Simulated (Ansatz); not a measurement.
**Question.** Each is relaxed and computed with DFT-r²SCAN in the program Ansatz with PAW potentials. Which is the only metal?
A. SiGe, Pmma (Si on 2e, Ge on 2f)
B. CaB2C2, I4/mcm (Ca on 4a, B on 8h, C on 8h)
C. Ta5Ge3, I4/mcm (Ta on 16l, Ta on 4c, Ge on 8h, Ge on 4a)
D. BaGaGeH, P3m1 (Ba on 1b, Ga on 1a, Ge on 1c, H on 1a)

**Answer.** C, Ta5Ge3, I4/mcm (Ta on 16l, Ta on 4c, Ge on 8h, Ge on 4a). Ta5Ge3: metal; BaGaGeH: gap 0.56 eV; CaB2C2: gap 0.67 eV (indirect); SiGe: gap 0.58 eV (indirect). Typed or built starts, not in the databases checked: SiGe, Pmma (Si on 2e, Ge on 2f). Standing as an ambient phase not checked: Ta5Ge3, I4/mcm (Ta on 16l, Ta on 4c, Ge on 8h, Ge on 4a); BaGaGeH, P3m1 (Ba on 1b, Ga on 1a, Ge on 1c, H on 1a); CaB2C2, I4/mcm (Ca on 4a, B on 8h, C on 8h). Perhaps ordered models of mixed-site phases: CaB2C2, I4/mcm (Ca on 4a, B on 8h, C on 8h). All cells were relaxed under the symmetry of their starts (and spin orders); stability against distortions was not tested throughout. Rows with no word on spin ran without spin polarisation. Scalar-relativistic: spin–orbit coupling is off unless named, which matters more the heavier the elements.

Potentials: the later of the program's two PAW sets.
